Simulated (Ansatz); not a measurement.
La₄MgNiO₈: Field gradients at the nuclei

The cell is a Materials Project structure (computed, not necessarily an observed phase), atoms as given.

```cif
data_La4MgNiO8
_symmetry_space_group_name_H-M 'Cmmm'
_symmetry_Int_Tables_number 65
_cell_length_a 5.5406
_cell_length_b 12.5311
_cell_length_c 5.5363
_cell_angle_alpha 90.000
_cell_angle_beta 90.000
_cell_angle_gamma 90.000
loop_
_atom_site_label
_atom_site_type_symbol
_atom_site_symmetry_multiplicity
_atom_site_Wyckoff_symbol
_atom_site_fract_x
_atom_site_fract_y
_atom_site_fract_z
La1 La 4 i 0.5000 0.6367 0.0000
La3 La 4 j 0.5000 0.8633 0.5000
Mg Mg 2 b 0.5000 0.0000 0.0000
Ni Ni 2 d 0.0000 0.0000 0.5000
O7 O 4 i 0.5000 0.8213 0.0000
O9 O 8 o 0.2514 0.0000 0.2490
O11 O 4 j 0.5000 0.3211 0.5000
```

One atom of each set is listed; the run and its k-mesh use a cell of 14 atoms with edges of 6.85, 6.85, 5.54 Å.

Computed with Ansatz: DFT, PBE+U (U = 5.0 eV on Ni d), plane waves and PAW, scalar-relativistic, collinear spin, 420 eV cutoff, Γ-centred 4×4×4 k-points, Fermi–Dirac smearing 0.02 eV. Start moments as typed (μB): 2 on each Ni, none on the rest.

C_Q = eQV_zz/h, which is 24.18 MHz for Q = 1 b and V_zz = 10²¹ V/m²; η = (V_xx − V_yy)/V_zz.

¹³⁹La: I = 7/2, Q = 206.0 mb; ²⁵Mg: I = 5/2, Q = 199.4 mb; ⁶¹Ni: I = 3/2, Q = 162.0 mb; O-17: I = 5/2, Q = -25.58 mb. Quadrupole moments are those of Pyykkö's year-2017 table.

| site | atoms | first shell | V_xx, V_yy, V_zz (10²¹ V/m²) | η | C_Q (MHz) |
| --- | --- | --- | --- | --- | --- |
| La1 | 2 | 9 O at 2.31–2.82 Å | 8.46, 8.74, -17.20 | 0.02 | -85.7 |
| La3 | 2 | 9 O at 2.31–2.82 Å | 8.27, 8.35, -16.62 | 0.00 | -82.8 |
| Mg | 1 | 6 O at 1.95–2.24 Å | -1.52, -1.53, 3.05 | 0.00 | 14.7 |
| Ni | 1 | 6 O at 1.97–2.24 Å | -5.32, -5.32, 10.64 | 0.00 | 41.7 |
| O7 | 2 | 1 Mg at 2.24 Å, 1 La at 2.31 Å, angle 180°; also 4 La at 2.82 Å | 1.42, 1.45, -2.87 | 0.01 | 1.77 |
| O9 | 4 | 1 Mg at 1.95 Å, 1 Ni at 1.97 Å, angle 180°; also 4 La at 2.60 Å | 0.18, 0.34, -0.51 | 0.31 | 0.316 |
| O11 | 2 | 1 Ni at 2.24 Å, 1 La at 2.31 Å, angle 180°; also 4 La at 2.82 Å | 0.57, 0.58, -1.15 | 0.00 | 0.710 |

At La1 and La3 V_zz points along its shortest bond, to O (within 1°) in each case. At O7 and O11 V_zz points along the line of its two bonds (within 1°) in each case.

The program didn't check the stability of this electronic state in full, so a lower one may lie near. Without spin–orbit coupling (the program notes it for La) the gradients are little affected as a rule: paired runs on crystals with a gap mostly move them by under 2 % at such atoms. With these PAW files V_zz is typically within 2 to 3 % of all-electron values, but misses above 10 % occur on Ni. All moments are parallel here, as the start or the cell imposes; many such compounds order antiparallel, where fields and spin densities carried over to other atoms largely cancel. The magnetic order is the one that the run reached from its start moments, not necessarily the measured one.
